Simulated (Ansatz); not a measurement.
The relaxed structure here is a generated cell of PbS: the first start was made by placing the elements on the sites of a structure type, and the end was not matched to a known phase here, so it may be hypothetical. Known forms of PbS include space group No. 225.

A relaxed structure of PbS. Space group P6₃mc (No. 186). These are r2SCAN (plane waves to 500 eV, PAW, scalar-relativistic; Ansatz, a quantum-chemistry and plane-wave program) values and carry that method's errors.

Space group P6₃mc (No. 186); a = b = 4.0802 Å, c = 7.6861 Å, α = β = 90.00°, γ = 120.00°

| atom | site | symmetry | x | y | z |
|---|---|---|---|---|---|
| Pb | 2b | 3m. | 0.3333 | 0.6667 | 0.1248 |
| S | 2a | 3m. | 0.0000 | 0.0000 | 0.4252 |

```json
{
 "volume_per_atom": "27.70 Å³",
 "density": "7.17 g/cm³",
 "band_gap": "0.81 eV, indirect (valence top at Γ, conduction bottom at M) (no spin-orbit coupling)",
 "smallest_direct_gap": "0.93 eV at M",
 "shortest_distances": "Pb–S 2.81 Å",
 "k-mesh": "9×9×5"
}
```

No spin polarisation in the result. Without spin-orbit coupling the bands of the heavy element are not split, so the gap can be far off.

The run could not lose the symmetry of its start: the end is stationary, and may be a saddle point rather than a minimum.
